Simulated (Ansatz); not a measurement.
MoS2:
Space group P6₃/mmc (No. 194); a = b = 3.1771 Å, c = 12.5808 Å, α = β = 90.00°, γ = 120.00°

```csv
atom,site,symmetry,x,y,z
Mo,2b,-6m2,0.0000,0.0000,0.2500
S,4f,3m.,0.3333,0.6667,0.1267
```

Relaxed with r²SCAN+D4. 

Task: HSE06 on this cell (Ansatz, a first-principles code, PAW) gives a gap of 1.45 eV. What does r²SCAN+D4 give?

Result: 1.05 eV.

Cost on shared cores: the r²SCAN+D4 run (SCF on a 10×10×3 mesh, then bands and DOS) about 50 core-seconds (a rough figure), the HSE06 run (SCF on 6×6×2, then a few points) about 90 core-seconds (a rough figure); the tasks are unlike.

Space group P6_3/mmc. The first step of the workflow began from a Materials Project structure, measured or hypothetical. Its sites differ from those of the usual phase in this space group: another stacking or structure type. The cell was relaxed with r²SCAN+D4 under the symmetry of its start; phonons on a q-mesh show no instability. No spin polarisation was allowed. Spin–orbit coupling is left out wherever it is not named.

Potentials: the earlier of the program's two PAW sets.

Ansatz is a plane-wave DFT program.
